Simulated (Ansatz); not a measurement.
Co (hcp, Mg type)

```xyz
2
Lattice="2.4939 0.0000 0.0000 -1.2470 2.1598 0.0000 0.0000 0.0000 4.0317" Properties=species:S:1:pos:R:3 pbc="T T T"
Co     0.0000     1.4399     3.0238
Co     1.2470     0.7199     1.0079
```

The volume is varied about the relaxed value V₀ at fixed cell shape. Symmetry pins the atoms to their sites.

Computed with PBE (plane waves to 420 eV, PAW, scalar-relativistic; Ansatz, a first-principles code). k mesh 21×21×12 (Γ-centred), Fermi-Dirac smearing 0.05 eV. E stands for the smeared free energy. Stress and pressure are positive under compression. With the shape held, the modulus is that of even scaling; a crystal free to change shape is softer. Co was relaxed with its symmetry unable to fall. Relaxed Co ends ferromagnetic. The PAW data are Ansatz's earlier set. The magnetic order is the one the run started from; other orders were not tried. ΔE is measured from the relaxed starting cell. The last digit holds for this mesh only.

| V (Å³/atom) | ΔE (meV/atom) |
|---|---|
| 9.772 | 87.8 |
| 9.953 | 58.7 |
| 10.134 | 36.2 |
| 10.315 | withheld |
| 10.496 | 8.4 |
| 10.677 | 2.0 |
| 10.858 | 0.0 |
| 11.039 | 1.9 |
| 11.220 | 7.4 |
| 11.401 | 16.2 |
| 11.582 | 28.0 |
| 11.763 | 42.5 |
| 11.944 | 59.5 |

Question: Fit a third-order Birch-Murnaghan form (E₀, V₀, B₀, B₀′ free) to the given rows and predict ΔE at V = 10.315.

Answer: Least squares on the 12 given rows: ΔE = E₀ + (9V₀B₀/16)·y²·[2 + (B₀′ − 4)y], y = (V₀/V)^(2/3) − 1, with V₀ = 10.857 Å³/atom, B₀ = 211.2 GPa (160.2 GPa = 1 eV/Å³; the term in eV is multiplied by 1000), B₀′ = 4.85, E₀ = -0.07 meV/atom; root-mean-square residual 0.05 meV/atom. At 10.315 the fit gives 19.6 meV/atom; the calculation gives 19.6 meV/atom, the same to the digits shown. For the pressure the fit gives 12.2 GPa against the computed 12.2 GPa.

(Under strain, the slope of the energy per volume gives the stress and its curvature an elastic modulus.)
